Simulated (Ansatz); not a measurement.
I (Cmce)

These are results of Ansatz 0.2.0, DFT PBE+D3(BJ), scalar-relativistic, plane waves, PAW, not measurements.

Settings: cutoff 420 eV, Γ-centred mesh 8×8×4 on the computed 4-atom cell, Gaussian smearing of 0.02 eV; no spin polarisation.

The structure is relaxed at this level of theory with its symmetry kept.

```cif
data_structure
_symmetry_space_group_name_H-M 'Cmce'
_symmetry_Int_Tables_number 64
_cell_length_a 7.3438
_cell_length_b 4.4811
_cell_length_c 9.6521
_cell_angle_alpha 90.000
_cell_angle_beta 90.000
_cell_angle_gamma 90.000
_cell_volume 317.63
loop_
_atom_site_label
_atom_site_type_symbol
_atom_site_symmetry_multiplicity
_atom_site_Wyckoff_symbol
_atom_site_fract_x
_atom_site_fract_y
_atom_site_fract_z
_atom_site_occupancy
I1 I 8 f 0.50000 0.67114 0.87757 1
```

* Space group: Cmce (No. 64)
* Volume per atom: 39.70 Å³
* Kohn–Sham band gap: 0.83 eV, indirect from R to (0.438, -0.440, 0.000) (the valley at (0.500, 0.500, 0.286) lies within 0.03 eV, so the order isn't resolved)
* Löwdin character of the top 1 eV of the valence band: I 5p 98 %
* Löwdin character of the lowest 1 eV of the conduction band: I 5p 96 %
* Electron masses at the edge by Cartesian direction of the standard setting (m_e; degenerate bands sorted by energy; no spin-orbit coupling): x: 5.8; y: 0.36; z: 0.60
* Hole masses at the edge by Cartesian direction of the standard setting (m_e; degenerate bands sorted by energy; no spin-orbit coupling): x: 4.2, 4.2; y: 0.30, 0.30; z: 0.094, 0.094
* Bulk modulus: 11.7 GPa
* Its pressure derivative: 7.2
* Electronic dielectric constant xx, yy, zz of the standard setting (independent particles): 3.9, 18.3, 30.1
* Bader charges (e): I (4 in the cell) 0.00

Spin-orbit coupling is left out, which matters for the bands of heavy elements.

Cost: 12 runs of about 14 core-minutes in all, on AMD EPYC 9R14 (Zen 4) (shared hosts).